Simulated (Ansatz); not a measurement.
## Settings and field gradients in MoS2 with Si replacing Mo

Cell: a supercell of MoS2 (space group P6_3/mmc) built from an entry of the Crystallography Open Database (COD), with all atoms left at the host's positions.

Space group P-6m2 (No. 187); a = 9.5070, c = 12.3240 Å, γ = 120.00°.

```
site  Wyckoff  site symmetry       x       y       z
  Si       1a           -6m2  0.0000  0.0000  0.0000
 Mo2       6l            m..  0.0000  0.3333  0.0000
 Mo6       1c           -6m2  0.3333  0.6667  0.0000
 Mo8       1e           -6m2  0.6667  0.3333  0.0000
Mo10       3k            mm2  0.1111  0.8889  0.5000
Mo12       3k            mm2  0.1111  0.5556  0.5000
Mo14       3k            mm2  0.4444  0.2222  0.5000
 S19       2g            3m.  0.0000  0.0000  0.3730
 S20      12o              1  0.0000  0.3333  0.3730
 S24       2h            3m.  0.3333  0.6667  0.3730
 S26       2i            3m.  0.6667  0.3333  0.3730
 S28       6n            .m.  0.1111  0.8889  0.8730
 S30       6n            .m.  0.1111  0.5556  0.8730
 S32       6n            .m.  0.4444  0.2222  0.8730
```

One atom of each set is listed.

Reference run. Method: Kohn–Sham DFT in Ansatz, PBE, plane waves and PAW, scalar-relativistic, 420 eV cutoff, Γ-centred 3×3×2 k-points, Fermi–Dirac smearing 0.01 eV.

It gives V_zz (10²¹ V/m²) Si -1.53 (η 0.00), Mo2 -9.40 (η 0.21), S32 -5.41 (η 0.08), among others. Each of these runs changes the input as listed (caps on SCF iterations aside):

A. hamiltonian.xc: pbe → pbesol; scf.occupations.width: 0.01 → not typed; scf.occupations.method: fermi_dirac → tetrahedron; scf.occupations.method: tetrahedron → methfessel_paxton; scf.occupations.width: not typed → 0.05
B. hamiltonian.pseudopotentials: {kind: paw} → {kind: nc}

**Question.** Which of these changes matter for the gradients?

**Answer.** 

```json
{"run": "A", "Si V_zz (η)": "-1.54 (0.00)", "Mo2 V_zz (η)": "-9.28 (0.21)", "S32 V_zz (η)": "-5.41 (0.08)", "largest change of a gradient tensor, all atoms": "0.13", "note": "converged; another functional"}
{"run": "B", "Si V_zz (η)": "–", "Mo2 V_zz (η)": "–", "S32 V_zz (η)": "–", "largest change of a gradient tensor, all atoms": "–", "note": "refused: output.efg without hamiltonian.pseudopotentials.kind: paw|paw_fr|all_electron or hamiltonian.pseudopotentials.kind: all_electron — the all-electron EFG reconstruction …"}
```

Run A moves a gradient tensor by up to 0.13, on Mo6 (V_zz from -7.12 to -6.99); against its own size the tensor moves most on S28 among sites above 0.3 (by 0.08, V_zz from -3.51 to -3.50).

Run A changes hamiltonian.xc, scf.occupations together, so the table can't tell their shares apart.

On the reference run: The run isn't spin-polarised, and a state with spin may lie lower. The defect repeats with the cell of 54 atoms, so it feels its images: sites between two images don't show the values beside a lone defect, and zeros or small values of η there can come from the images' arrangement. Mo and S carry a gradient in the pure host already, so the values there aren't the defect's effect alone. The defect cell has no gap above 0.1 eV on its mesh, so the values can hang on the smearing and the k-mesh. Without spin–orbit coupling (the program notes it for Mo) the gradients can shift somewhat, as the gap is small. The neighbours have not yet relaxed around the defect (largest force 0.97 eV/Å), so a real crystal will differ.
